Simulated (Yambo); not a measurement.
Yambo run on HgO (space group P3_221, No. 154). The wavefunctions come from this Quantum ESPRESSO step (PBEsol, PseudoDojo standard norm-conserving files, scalar-relativistic):

```
&CONTROL
  calculation = 'nscf'
  pseudo_dir = './pseudo'
  outdir = './out'
/
&SYSTEM
  ibrav = 0
  nat = 6
  ntyp = 2
  ecutwfc = 84.0
  ecutrho = 336.0
  occupations = 'fixed'
  force_symmorphic = .true.
  nbnd = 176
/
&ELECTRONS
  conv_thr = 6.000000000000001e-09
  diago_full_acc = .true.
  diago_thr_init = 1e-08
/
ATOMIC_SPECIES
O 15.9990 O.upf
Hg 200.5920 Hg.upf
CELL_PARAMETERS angstrom
  3.653743293279   0.000000000000   0.000000000000
 -1.826871646639   3.164234510886   0.000000000000
  0.000000000000   0.000000000000   8.835307522000
ATOMIC_POSITIONS crystal
O   0.448006229200   0.448006229200   0.500000000000
O   0.551993770800   0.000000000000   0.166666666667
O   0.000000000000   0.551993770800   0.833333333333
Hg   0.768365929000   0.768365929000   0.000000000000
Hg   0.231634071000   0.000000000000   0.666666666667
Hg   0.000000000000   0.231634071000   0.333333333333
K_POINTS automatic
3 3 1 0 0 0
```

Yambo input:

```
rim_cut
gw0
dyson
el_el_corr
HF_and_locXC
ppa
em1d
RandQpts= 1000000
RandGvec= 1 Ry
EXXRLvcs= 84 Ry
VXCRLvcs= 336 Ry
Chimod= "HARTREE"
% BndsRnXp
 13 | 174 |
%
NGsBlkXp= 7 Ry
% LongDrXp
 1.0 | 1.0 | 1.0 |
%
PPAPntXp= 27.2114 eV
% GbndRnge
 1 | 174 |
%
GTermKind= "BG"
DysSolver= "n"
ExtendOut
% QPkrange
 1 | 1 | 39 | 40 |
 3 | 3 | 39 | 40 |
%
```

k points by index: 1 = Γ, 3 = K.

Table of the .qp output:

```
#    K-point    Band    Eo [eV]    E [eV]    E-Eo [eV]    Vxc [eV]    Vnlxc [eV]    Sc|Eo [eV]    Sc|E [eV]    dSc/dw|Eo [eV]    Re(Z)    Im(Z)
#
    1    39    0.000000    -0.312334    -0.312334    -20.53781    -25.67445    4.731321    4.824303    -8.097395    0.770666    -0.001416
    1    40    1.486129    2.245542    0.759414    -20.62574    -18.27631    -1.397919    -1.590015    -6.882858    0.798121    -0.001173
    3    39    -0.433628    -0.808129    -0.374501    -20.21996    -25.03138    4.330644    4.436916    -7.719060    0.779014    -0.001381
    3    40    4.357958    5.457209    1.099251    -17.22297    -11.95283    -3.904177    -4.170896    -6.601935    0.804752    -0.001117
```
(The two width columns are left out.) Convergence of these settings isn't established.

Spin-orbit coupling is not included.

Geometry relaxed with PBE+D3(BJ).

The structure is a Materials Project entry; no match was found in the copy of COD used, and its stability was not checked.
